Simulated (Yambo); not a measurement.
One stored BSE kernel of dimension 1944 for WO3 (ReO3 type, space group Pm-3m, No. 221) (Yambo, PBEsol bands; 6×6×6 mesh, 3 valence and 3 conduction bands, static screening with 36 bands and a 4 Ry block, scissor 0.96 eV, Tamm-Dancoff; broadening 0.15 eV; field along x), solved in several ways.

| solver | iterations | largest change of Im ε (% of its maximum) | rough time |
|---|---|---|---|
| Haydock, threshold 2 % | 6 | 33 | within a factor of two |
| Haydock, threshold 0.5 % | 12 | 8.3 | within a factor of two |
| Haydock, threshold 0.1 % | 22 | 2.7 | within a factor of two |
| Haydock, threshold 0.005 % | 44 | 0.2 | 1 |
| SLEPc, lowest 10 states | – | no full spectrum | within a factor of two |
| SLEPc, lowest 60 states | – | no full spectrum | within a factor of two |
| full diagonalisation | – | reference | about 10× |

Haydock gives the spectrum without eigenstates, SLEPc the lowest states alone, full diagonalisation everything at a cost that grows as the cube of the dimension. Times include reading the kernel. Times are rough ratios from shared machines. Mesh and scissor weren't tested; the rows compare only with each other.

Spin-orbit coupling is not included.

Geometry relaxed with PBEsol; primitive cell a = b = c = 3.795 Å, α = β = γ = 90.00°.

The structure is a Materials Project entry; no match was found in the copy of COD used, and its stability was not checked.
